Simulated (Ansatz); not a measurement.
YAl₃ in space group P6_3/mmc (No. 194; Y on 2d, Al on 6h) at seven volumes, PBEsol in the plane-wave PAW code Ansatz, shape and atoms relaxed at each. One row is withheld.

| V (Å³/atom) | P (GPa) |
|---|---|
| 17.443 | 8.46 |
| 18.018 | 5.25 |
| 18.593 | ? |
| 19.168 | 0.00 |
| 19.743 | -2.08 |
| 20.318 | -3.89 |
| 20.893 | -5.45 |

**Question.** Fit the shown pressures and predict the withheld one.

**Answer.** P = (3/2)B₀(x^(7/2) − x^(5/2))[1 + (3/4)(B′ − 4)(x − 1)] with x = (V₀/V)^(2/3). Least squares on the six rows gives V₀ = 19.171 Å³/atom, B₀ = 74.8 GPa, B′ = 3.84. At V = 18.593, x = 1.0206 and P = 2.43 GPa. The run itself gave 2.43 GPa.

The workflow started from a Materials Project entry (that database holds measured and hypothetical structures alike); the Crystallography Open Database copy checked does not list it. Whether it is the stable phase at ambient conditions was not checked. The cell was relaxed with PBEsol under the symmetry of its start; of distortions, only those at the zone centre were tested. The run is not spin-polarised.

Potentials: the later of the program's two PAW sets.
